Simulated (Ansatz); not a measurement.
Zn (diamond, Fd-3m) at seven volumes, r²SCAN in the plane-wave PAW code Ansatz, scaled uniformly. One row is withheld.

```csv
V (Å³/atom),P (GPa)
20.989,4.13
21.681,?
22.373,1.12
23.065,0.00
23.757,-0.91
24.449,-1.67
25.141,-2.31
```

Problem. Fit the shown pressures and predict the withheld one.

Solution. P = (3/2)B₀(x^(7/2) − x^(5/2))[1 + (3/4)(B′ − 4)(x − 1)] with x = (V₀/V)^(2/3). Least squares on the six rows gives V₀ = 23.069 Å³/atom, B₀ = 33.8 GPa, B′ = 5.43. At V = 21.681, x = 1.0422 and P = 2.48 GPa. The run itself gave 2.49 GPa.

The start of the workflow was typed in or built on a structure type; neither database checked (COD, Materials Project) lists it. It is not the phase usual at ambient conditions (space group No. 194). Symmetry was held in the r²SCAN relaxation. At this level the phase is mechanically unstable.

Potentials: the earlier of the program's two PAW sets.
